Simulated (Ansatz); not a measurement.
## Ca₂Al₉Ir₃: Quadrupolar parameters

The cell is a refined structure from the COD, atoms as given.

Space group Cmcm (No. 63); a = 12.9550, b = 7.5834, c = 9.6175 Å.

```csv
site,Wyckoff,site symmetry,x,y,z
Ca,8g,..m,0.3388,0.3330,0.2500
Al5,16h,1,0.6670,0.6680,0.0696
Al13,8g,..m,0.6062,0.9409,0.2500
Al17,8f,m..,0.5000,0.8352,0.5453
Al21,4c,m2m,0.5000,0.6295,0.2500
Ir23,8e,2..,0.3288,0.0000,0.0000
Ir27,4a,2/m..,0.0000,0.0000,0.0000
```

One atom of each set is listed; the run and its k-mesh use a cell of 28 atoms with edges of 7.51, 7.51, 9.62 Å.

Computed with Ansatz: DFT, PBE, plane waves and PAW, scalar-relativistic, 420 eV cutoff, Γ-centred 5×5×4 k-points, Fermi–Dirac smearing 0.05 eV.

Conventions: |V_zz| ≥ |V_yy| ≥ |V_xx|, η = (V_xx − V_yy)/V_zz, C_Q = eQV_zz/h.

43Ca: I = 7/2, Q = -40.80 mb; Al-27: I = 5/2, Q = 146.6 mb; 193Ir: I = 3/2, Q = 751.0 mb. Q values from Pyykkö, Mol. Phys. 116, 1328 (2018).

```json
{"site": "Ca", "atoms": "4", "first shell": "11 Al at 3.06–3.14 Å, 6 Ir at 3.43–3.49 Å", "V_xx, V_yy, V_zz (10²¹ V/m²)": "0.11, 0.48, -0.59", "η": "0.64", "C_Q (MHz)": "0.582"}
{"site": "Al5", "atoms": "8", "first shell": "3 Ir at 2.54–2.61 Å, 5 Al at 2.74–2.88 Å, 3 Ca at 3.07–3.09 Å", "V_xx, V_yy, V_zz (10²¹ V/m²)": "-1.35, -1.36, 2.71", "η": "0.01", "C_Q (MHz)": "9.61"}
{"site": "Al13", "atoms": "4", "first shell": "2 Ir at 2.59 Å, 8 Al at 2.73–3.26 Å, 2 Ca at 3.06–3.12 Å", "V_xx, V_yy, V_zz (10²¹ V/m²)": "0.091, 2.08, -2.17", "η": "0.92", "C_Q (MHz)": "-7.70"}
{"site": "Al17", "atoms": "4", "first shell": "3 Ir at 2.58 Å, 8 Al at 2.65–3.26 Å, 2 Ca at 3.14 Å", "V_xx, V_yy, V_zz (10²¹ V/m²)": "-2.16, -2.36, 4.52", "η": "0.04", "C_Q (MHz)": "16.0"}
{"site": "Al21", "atoms": "2", "first shell": "2 Ir at 2.60 Å, 8 Al at 2.73–3.24 Å, 2 Ca at 3.07 Å", "V_xx, V_yy, V_zz (10²¹ V/m²)": "0.18, 1.82, -2.01", "η": "0.82", "C_Q (MHz)": "-7.11"}
{"site": "Ir23", "atoms": "4", "first shell": "8 Al at 2.54–2.61 Å", "V_xx, V_yy, V_zz (10²¹ V/m²)": "-0.81, -2.61, 3.42", "η": "0.53", "C_Q (MHz)": "62.1"}
{"site": "Ir27", "atoms": "2", "first shell": "8 Al at 2.58–2.60 Å", "V_xx, V_yy, V_zz (10²¹ V/m²)": "2.14, 6.00, -8.14", "η": "0.47", "C_Q (MHz)": "-148"}
```

With no gap above 0.1 eV, as in a metal, the gradients converge slowly in k; expect changes of a tenth or more on a denser mesh. Spin–orbit coupling is left out, which shifts gradients on Ir by a few per cent in wide-gap crystals, and can shift them far more where the calculated gap is small or absent, as here.
